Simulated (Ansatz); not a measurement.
Sr$_{2}$MoO$_{4}$:
```cif
data_MoO4Sr2
_chemical_formula_sum 'Sr2 Mo1 O4'
_space_group_name_H-M_alt 'P 1'
_space_group_IT_number 1
_cell_length_a 6.96033
_cell_length_b 6.96033
_cell_length_c 6.96033
_cell_angle_alpha 147.648
_cell_angle_beta 147.648
_cell_angle_gamma 46.406
loop_
_space_group_symop_operation_xyz
  'x, y, z'
loop_
_atom_site_label
_atom_site_type_symbol
_atom_site_fract_x
_atom_site_fract_y
_atom_site_fract_z
_atom_site_occupancy
Sr1 Sr 0.35128 0.35128 0.00000 1
Sr2 Sr 0.64872 0.64872 0.00000 1
Mo1 Mo 0.00000 0.00000 0.00000 1
O1 O 0.50000 0.00000 0.50000 1
O2 O 0.00000 0.50000 0.50000 1
O3 O 0.83629 0.83629 0.00000 1
O4 O 0.16371 0.16371 0.00000 1
```

This is the PBEsol-relaxed structure.

Q: All from the program Ansatz at the PBEsol level (PAW), unless another level is named. Predict the electronic character.

A: metallic (no gap).

Q: Give the density of states at the Fermi level.

A: 0.34 states/eV per atom (mean over ±0.08 eV).

Q: And the gap with spin–orbit coupling?

A: none (metallic).

Space group I4/mmm. The workflow started from a Materials Project entry (that database holds measured and hypothetical structures alike); the Crystallography Open Database copy checked does not list it. Whether it is the stable phase at ambient conditions was not checked. The cell was relaxed with PBEsol under the symmetry of its start; its stability against distortions is not shown here. The run is not spin-polarised. No Hubbard U is applied. Spin–orbit coupling is left out wherever it is not named.

Potentials: the later of the program's two PAW sets.
